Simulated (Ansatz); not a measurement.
The cell below belongs to a search over invented structures; it isn't taken from experiment.

Input and command of a plane-wave DFT calculation in Ansatz:

```yaml
crystal:
  lattice:
    - [4.0906858552, 0.0, 0.0]
    - [-2.0453429276, 3.5426378695, 0.0]
    - [0.0, 0.0, 9.2850879579]
  atoms:
    - { symbol: Cd, position: [0.0, 0.0, 0.3543852102] }
    - { symbol: Cd, position: [0.0, 0.0, 0.6456147898] }
    - { symbol: Cd, position: [0.0, 0.0, 0.0] }
    - { symbol: Se, position: [0.6666666667, 0.3333333333, 0.8208437257] }
    - { symbol: Se, position: [0.3333333333, 0.6666666667, 0.1791562743] }
basis:
  ecutwfc: 500
kpoints:
  mp_grid: { grid: [12, 12, 4] }
hamiltonian:
  xc: r2scan
scf:
  occupations: { method: gaussian, width: 0.1 }
output:
  forces: true
  stress: true
  eigenvalues: true
```

```bash
ansatz run input.yaml --threads 1 --pin off --max-ram 2560MiB --backend cpu --events-out ev --progress --plain --runs-dir out
```

Processor: Arm Neoverse V1, 1 thread, on a host shared with other jobs.

Question: Estimate time, memory and problem size.

Answer: About 68 s, peak memory 0.91 GiB. It solves 56 bands at 69 k points (after reduction by symmetry) with about 3435 plane waves, in 8 SCF iterations.
